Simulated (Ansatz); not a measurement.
HfN (rocksalt structure)

**What was measured.** A cell as deposited of cubic HfN (space group Fm-3m), temperature not stated, from the Crystallography Open Database (1970), has a = 4.518 Å and 11.53 Å³/atom.

Level of theory: DFT, r²SCAN, scalar-relativistic, no spin polarisation; plane waves to 500 eV with PAW datasets (Ansatz 0.2.0), Γ-centred 12×12×12 mesh, 0.05 eV Gaussian smearing. The datasets are Ansatz's generated set soft_2.

```xyz
2
Lattice="0.0000 2.2624 2.2624 2.2624 0.0000 2.2624 2.2624 2.2624 0.0000" Properties=species:S:1:pos:R:3 pbc="T T T"
Hf    2.2624    2.2624    2.2624
N     0.0000    0.0000    0.0000
```

The start was a prototype's sites filled with these elements; the Crystallography Open Database holds the compound in this structure.

The cell above was scaled in volume, its shape and atoms being fixed by the lattice's symmetry. Energies are counted from the cell above.

```csv
V (Å³/atom),ΔE (meV/atom),P (GPa)
11.12,17.5,12.6
11.35,4.2,6.0
11.58,0.0,0.0
11.81,3.9,-5.4
12.04,15.2,-10.2
12.39,44.4,-16.5
```

Question: What do the points give for the equilibrium volume, the bulk modulus and its pressure derivative (third-order Birch–Murnaghan)?

Answer: V0 = 11.58 Å³/atom, B0 = 282 GPa, B0′ = 4.2.

B0·V0 = 282.2 GPa × 11.58 Å³ = 20.39 eV/atom sets the scale: near the minimum ΔE ≈ ½ B0 V0 x², with x = V/V0 − 1, and a pressure of 2.8 GPa squeezes the volume by about 1 %. At the ends of the curve: x = −4.0 % predicts 16.3 meV/atom and the run gives 17.5; x = +7.0 % predicts 49.9 meV/atom and the run gives 44.4. The lopsidedness is anharmonic: atoms resist being pushed together more than being pulled apart.

**Against experiment.** r²SCAN gives 4.525 Å and 11.58 Å³/atom, +0.4 % in volume (+0.1 % in length) from the database's cell. Agreement this close is partly luck: the calculation is for a static lattice, the crystal has zero-point motion and thermal expansion.

These numbers lack spin–orbit coupling. The cell is a metal with an odd number of electrons, and spin polarisation wasn't tried.
